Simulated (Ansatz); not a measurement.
GaSb:
```yaml
crystal:
  lattice:
    - [4.36377, 0.00000, 0.00000]
    - [-2.18189, 3.77914, 0.00000]
    - [0.00000, 0.00000, 9.51107]
  atoms:
    - { symbol: Ga, position: [0.00000, 0.49989, 0.66667] }
    - { symbol: Ga, position: [0.50011, 0.50011, 0.00000] }
    - { symbol: Ga, position: [0.49989, 0.00000, 0.33333] }
    - { symbol: Sb, position: [0.00000, 0.49995, 0.16667] }
    - { symbol: Sb, position: [0.50005, 0.50005, 0.50000] }
    - { symbol: Sb, position: [0.49995, 0.00000, 0.83333] }
```

Relaxed with r²SCAN. Special points in fractions of this cell's reciprocal vectors: Γ (0.000, 0.000, 0.000); M (0.500, 0.000, 0.000); K (0.333, 0.333, 0.000); A (0.000, 0.000, 0.500); L (0.500, 0.000, 0.500); H (0.333, 0.333, 0.500).

Question: List the band energies nearest the Fermi level at these points for r²SCAN (plane waves, PAW; program Ansatz).

Answer: In eV from the Fermi level; about four levels below and three above (degenerate sets whole), none deeper than 8.9 eV; points with the same levels are listed once.

```csv
k,below,above
Γ,-0.66 -0.66 -0.51 -0.47,0.26 1.48 1.48
M,-2.51 -1.87 -1.63 -1.57,0.23 0.65 1.35
K,-2.19 -1.63 -1.63 -0.26,2.07 2.07 4.59 4.59
A,-0.61 -0.59 -0.59 -0.22,1.49 1.49 1.57
L,-2.48 -2.35 -1.98 -1.75,1.31 1.36 2.54
H,-3.67 -3.67 -2.00 -1.37,2.21 2.21 2.33
```

Space group P6_422. The start of the workflow was typed in or built on a structure type; neither database checked (COD, Materials Project) lists it. It is not the phase usual at ambient conditions (space group No. 216). Symmetry was held in the r²SCAN relaxation; its stability against distortions is not shown here. A small band overlap can be real or an error of a semilocal functional. Point labels and valley counts follow the cell and symmetry of the run, lower than the named group. The Fermi level of a semimetal is unsure by some 0.05 eV on such meshes. Scalar-relativistic: spin–orbit coupling is off unless named, which matters more the heavier the elements.

Potentials: the later of the program's two PAW sets.
